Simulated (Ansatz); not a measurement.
HfOs (CsCl type, Pm-3m) under volume change, LDA in the plane-wave PAW code Ansatz, scaled uniformly.

| V (Å³/atom) | E − E(relaxed) (meV/atom) | P (GPa) |
|---|---|---|
| 14.913 | 122.8 | 28.89 |
| 15.405 | ? | ? |
| 15.897 | ? | ? |
| 16.388 | 0.0 | -0.01 |
| 16.880 | 11.1 | -7.05 |
| 17.371 | 42.2 | -13.01 |
| 17.863 | 90.1 | -18.10 |

### Question
What belongs in the gaps?

### Answer

- 15.897, E − E(relaxed) (meV/atom): 12.3
- 15.897, P (GPa): 8.21
- 15.405, E − E(relaxed) (meV/atom): 51.7
- 15.405, P (GPa): 17.74

### Question
What does a third-order Birch–Murnaghan fit give for V₀, B₀ and B′?

### Answer
V₀ = 16.39 Å³/atom, B₀ = 252 GPa, B′ = 4.2.

The first step of the workflow began from a Materials Project structure, measured or hypothetical; the Crystallography Open Database files this formula in space group No. 221, but the cells were not matched. Whether it is the stable phase at ambient conditions was not checked. Symmetry was held in the LDA relaxation; of distortions, only those at the zone centre were tested. The run is not spin-polarised. Scalar-relativistic: spin–orbit coupling is off unless named, which matters more the heavier the elements.

Potentials: the later of the program's two PAW sets.
